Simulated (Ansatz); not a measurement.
Relaxation of a relaxed Pt cell shaken by Gaussian noise of σ = 0.08 Å a coordinate; 8 atoms in the cell, which starts as P1 (No. 1), aP8; a = b = c = 5.0633 Å, α = β = γ = 90.00°. Calculation: PBE (plane waves to 420 eV, PAW, scalar-relativistic; Ansatz, an electronic-structure program). Γ-centred k-mesh 7×7×7 on the run's cell (coarser than for final values), Fermi–Dirac smearing 0.05 eV. This is the first round of the run. 

The optimiser's lines from the output (shortened; P is positive under compression):

```
relax step   1: F+E_penalty+E_count = -100194.66760168 eV  Δ(F+E_penalty+E_count) = +0.000e0 eV  max|allowed force component| = 4.997e0 eV/Å  Δτ_max = 0.0000 Å  P = +5.627 GPa  Ω = 129.808 Å³  (8 SCF iters, dr2 threshold 1.00e-7 eV, accepted)
relax step   2: F+E_penalty+E_count = -100195.52081262 eV  Δ(F+E_penalty+E_count) = -8.532e-1 eV  max|allowed force component| = 2.016e0 eV/Å  Δτ_max = 0.1948 Å  P = +3.300 GPa  Ω = 128.567 Å³  (6 SCF iters, dr2 threshold 8.00e-7 eV, accepted)
relax step   3: F+E_penalty+E_count = -100195.24295719 eV  Δ(F+E_penalty+E_count) = +2.779e-1 eV  max|allowed force component| = 2.825e-1 eV/Å  Δτ_max = 0.0908 Å  P = -14.832 GPa  Ω = 141.262 Å³  (6 SCF iters, dr2 threshold 8.00e-7 eV, rejected (line search))
relax step   4: F+E_penalty+E_count = -100195.80306659 eV  Δ(F+E_penalty+E_count) = -2.823e-1 eV  max|allowed force component| = 1.022e0 eV/Å  Δτ_max = 0.0922 Å  P = +0.646 GPa  Ω = 129.812 Å³  (10 SCF iters, accepted)
relax step   5: F+E_penalty+E_count = -100196.04806409 eV  Δ(F+E_penalty+E_count) = -2.450e-1 eV  max|allowed force component| = 3.143e-1 eV/Å  Δτ_max = 0.0953 Å  P = +0.686 GPa  Ω = 129.897 Å³  (6 SCF iters, dr2 threshold 8.00e-7 eV, accepted)
relax step   6: F+E_penalty+E_count = -100196.21320684 eV  Δ(F+E_penalty+E_count) = -1.651e-1 eV  max|allowed force component| = 2.672e-1 eV/Å  Δτ_max = 0.1396 Å  P = -1.062 GPa  Ω = 131.004 Å³  (6 SCF iters, dr2 threshold 8.00e-7 eV, accepted)
relax step   7: F+E_penalty+E_count = -100196.27322561 eV  Δ(F+E_penalty+E_count) = -6.002e-2 eV  max|allowed force component| = 2.123e-1 eV/Å  Δτ_max = 0.1281 Å  P = -0.249 GPa  Ω = 130.833 Å³  (6 SCF iters, dr2 threshold 8.00e-7 eV, accepted)
relax step   8: F+E_penalty+E_count = -100196.29069554 eV  Δ(F+E_penalty+E_count) = -1.747e-2 eV  max|allowed force component| = 1.919e-1 eV/Å  Δτ_max = 0.0321 Å  P = +0.008 GPa  Ω = 130.806 Å³  (6 SCF iters, dr2 threshold 8.00e-7 eV, accepted)
relax step   9: F+E_penalty+E_count = -100196.34293681 eV  Δ(F+E_penalty+E_count) = -5.224e-2 eV  max|allowed force component| = 4.021e-1 eV/Å  Δτ_max = 0.1942 Å  P = +0.318 GPa  Ω = 131.360 Å³  (6 SCF iters, dr2 threshold 8.00e-7 eV, accepted)
relax step  10: F+E_penalty+E_count = -100196.52926498 eV  Δ(F+E_penalty+E_count) = -1.863e-1 eV  max|allowed force component| = 3.256e-1 eV/Å  Δτ_max = 0.2000 Å  P = +1.707 GPa  Ω = 129.790 Å³  (6 SCF iters, dr2 threshold 8.00e-7 eV, accepted)
relax step  11: F+E_penalty+E_count = -100196.70392205 eV  Δ(F+E_penalty+E_count) = -1.747e-1 eV  max|allowed force component| = 4.649e-1 eV/Å  Δτ_max = 0.1955 Å  P = -0.204 GPa  Ω = 129.871 Å³  (6 SCF iters, dr2 threshold 8.00e-7 eV, accepted)
relax step  12: F+E_penalty+E_count = -100196.82503951 eV  Δ(F+E_penalty+E_count) = -1.211e-1 eV  max|allowed force component| = 8.501e-2 eV/Å  Δτ_max = 0.2000 Å  P = +0.394 GPa  Ω = 128.792 Å³  (6 SCF iters, dr2 threshold 8.00e-7 eV, accepted)
relax step  13: F+E_penalty+E_count = -100196.83501568 eV  Δ(F+E_penalty+E_count) = -9.976e-3 eV  max|allowed force component| = 3.483e-2 eV/Å  Δτ_max = 0.0251 Å  P = -0.336 GPa  Ω = 129.208 Å³  (6 SCF iters, dr2 threshold 8.00e-7 eV, accepted)
relax step  14: F+E_penalty+E_count = -100196.80192465 eV  Δ(F+E_penalty+E_count) = +3.309e-2 eV  max|allowed force component| = 3.389e-1 eV/Å  Δτ_max = 0.0417 Å  P = +1.173 GPa  Ω = 128.389 Å³  (6 SCF iters, dr2 threshold 8.00e-7 eV, rejected (line search))
relax step  15: F+E_penalty+E_count = -100196.83866074 eV  Δ(F+E_penalty+E_count) = -3.645e-3 eV  max|allowed force component| = 1.795e-2 eV/Å  Δτ_max = 0.0176 Å  P = -0.015 GPa  Ω = 128.983 Å³  (10 SCF iters, accepted)
relax step  16: F+E_penalty+E_count = -100196.84111995 eV  Δ(F+E_penalty+E_count) = -2.459e-3 eV  max|allowed force component| = 2.380e-2 eV/Å  Δτ_max = 0.0307 Å  P = +0.093 GPa  Ω = 128.859 Å³  (6 SCF iters, dr2 threshold 6.52e-8 eV, accepted)
relax step  17: F+E_penalty+E_count = -100196.84521362 eV  Δ(F+E_penalty+E_count) = -4.094e-3 eV  max|allowed force component| = 3.549e-2 eV/Å  Δτ_max = 0.0449 Å  P = +0.007 GPa  Ω = 128.786 Å³  (6 SCF iters, dr2 threshold 3.12e-7 eV, accepted)
relax step  18: F+E_penalty+E_count = -100196.85129140 eV  Δ(F+E_penalty+E_count) = -6.078e-3 eV  max|allowed force component| = 4.862e-2 eV/Å  Δτ_max = 0.0341 Å  P = +0.056 GPa  Ω = 128.683 Å³  (6 SCF iters, dr2 threshold 1.94e-7 eV, accepted)
relax step  19: F+E_penalty+E_count = -100196.89147230 eV  Δ(F+E_penalty+E_count) = -4.018e-2 eV  max|allowed force component| = 1.220e-1 eV/Å  Δτ_max = 0.1010 Å  P = -0.183 GPa  Ω = 128.443 Å³  (6 SCF iters, dr2 threshold 5.86e-7 eV, accepted)
relax step  20: F+E_penalty+E_count = -100197.13353539 eV  Δ(F+E_penalty+E_count) = -2.421e-1 eV  max|allowed force component| = 5.092e-1 eV/Å  Δτ_max = 0.1814 Å  P = -1.088 GPa  Ω = 127.551 Å³  (6 SCF iters, dr2 threshold 8.00e-7 eV, accepted)
relax step  21: F+E_penalty+E_count = -100197.58798036 eV  Δ(F+E_penalty+E_count) = -4.544e-1 eV  max|allowed force component| = 3.312e-1 eV/Å  Δτ_max = 0.1948 Å  P = -1.128 GPa  Ω = 125.836 Å³  (6 SCF iters, dr2 threshold 8.00e-7 eV, accepted)
relax step  22: F+E_penalty+E_count = -100197.71829861 eV  Δ(F+E_penalty+E_count) = -1.303e-1 eV  max|allowed force component| = 3.428e-2 eV/Å  Δτ_max = 0.0544 Å  P = +1.950 GPa  Ω = 124.104 Å³  (6 SCF iters, dr2 threshold 8.00e-7 eV, accepted)
relax step  23: F+E_penalty+E_count = -100197.73111400 eV  Δ(F+E_penalty+E_count) = -1.282e-2 eV  max|allowed force component| = 3.160e-3 eV/Å  Δτ_max = 0.0048 Å  P = +0.434 GPa  Ω = 124.784 Å³  (6 SCF iters, dr2 threshold 8.00e-7 eV, accepted)
relax step  24: F+E_penalty+E_count = -100197.73140267 eV  Δ(F+E_penalty+E_count) = -2.887e-4 eV  max|allowed force component| = 8.147e-4 eV/Å  Δτ_max = 0.0004 Å  P = +0.009 GPa  Ω = 124.993 Å³  (6 SCF iters, dr2 threshold 7.97e-7 eV, accepted)
relax step  25: F+E_penalty+E_count = -100197.74527704 eV  Δ(F+E_penalty+E_count) = -1.387e-2 eV  max|allowed force component| = 8.152e-4 eV/Å  Δτ_max = 0.0000 Å  P = +0.302 GPa  Ω = 124.993 Å³  stress off target by 4.77e-1 GPa  SCF on the basis re-selected at this cell (its energy is not comparable with the rows above)  (6 SCF iters)
relax step  26: F+E_penalty+E_count = -100197.74605179 eV  Δ(F+E_penalty+E_count) = -7.748e-4 eV  max|allowed force component| = 2.949e-4 eV/Å  Δτ_max = 0.0001 Å  P = +0.012 GPa  Ω = 125.138 Å³  (6 SCF iters, dr2 threshold 5.70e-7 eV, accepted)
relax step  27: F+E_penalty+E_count = -100197.74605603 eV  Δ(F+E_penalty+E_count) = -4.236e-6 eV  max|allowed force component| = 3.716e-5 eV/Å  Δτ_max = 0.0000 Å  P = -0.001 GPa  Ω = 125.145 Å³  (7 SCF iters, dr2 threshold 5.23e-9 eV, accepted)
relax step  28: F+E_penalty+E_count = -100197.74613722 eV  Δ(F+E_penalty+E_count) = -8.119e-5 eV  max|allowed force component| = 3.714e-5 eV/Å  Δτ_max = 0.0000 Å  P = -0.002 GPa  Ω = 125.145 Å³  stress off target by 3.67e-3 GPa  SCF on the basis re-selected at this cell (its energy is not comparable with the rows above)  (9 SCF iters)
```

From the first to the last row the energy changes by -0.38 eV/atom and the volume by -3.6 %. The last row is marked as not comparable with the walk above it, whose basis was carried along; it does compare with step 1, since both stand on a basis selected at the nominal cutoff for their own cell.

Steps 3, 14 were rejected by the optimiser.

Later rounds, restarted from the end of this one on a renewed k-mesh, logged 10 more steps and released under 0.01 eV/atom more. The final structure after all rounds: Fm-3m (No. 225), cF4, fcc (Cu type); a = 3.9702 Å, b = 3.9702 Å, c = 3.9702 Å, α = 90.00°, β = 90.00°, γ = 90.00°. Between re-selections the logged energies stand on a plane-wave basis carried along with the cell. No spin polarisation in the result.

Of the parent cell (Pm-3n (No. 223)): it is a generated cell of Pt: the first start was made by placing the elements on the sites of a structure type, and the end was not matched to a known phase here, so it may be hypothetical. Known forms of Pt include space group No. 225.
